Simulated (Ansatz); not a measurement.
**As: stiffness from a series of strains**

```yaml
crystal:
  lattice:
    - [1.87975, 1.08527, 3.48577]
    - [-1.87975, 1.08527, 3.48577]
    - [0.00000, -2.17055, 3.48577]
  atoms:
    - { symbol: As, position: [0.22754, 0.22754, 0.22754] }
    - { symbol: As, position: [0.77246, 0.77246, 0.77246] }
```

Atoms are numbered in the order listed.

The structure is an experimental refinement, used without relaxation.

Method: DFT, LDA, all-electron LAPW, scalar-relativistic (Ansatz 0.2.0).

The runs use a Γ-centred 13×13×13 k mesh, Fermi–Dirac smearing of 0.05 eV, basis error target 1 meV/atom, no spin polarisation.

The strain is applied along the Cartesian axes of the cell as listed (the other components stay zero). Fractional coordinates are held (clamped ions).

σ is the change of stress from the unstrained cell, which is at -1.50 GPa; tension is positive, so slopes are stress–strain coefficients at that pressure. In a metal the k mesh adds noise.

Only quantities that a quadratic follows smoothly over the whole series are listed; rougher ones are left out.

```tsv
εzz	σzz (GPa)	σxx (GPa)
-0.0200	-1.69	-1.00
0.0000	0.00	0.00
0.0100	0.77	0.48
0.0200	1.49	0.94
```

Problem. Fit the series and read off the stiffness at zero strain.

Solution. Least-squares fits y = p0 + p1 x + p2 x² to the rows give σzz (GPa): p1 = 79.5, p2 = -250; σxx (GPa): p1 = 48.5, p2 = -77. So C33 = 79 GPa and C13 = 49 GPa, for these axes.

Problem. One run, at εzz = -0.0100, is withheld. Predict its row.

Solution. The fits give -0.82, -0.49; the run gave -0.82, -0.49.
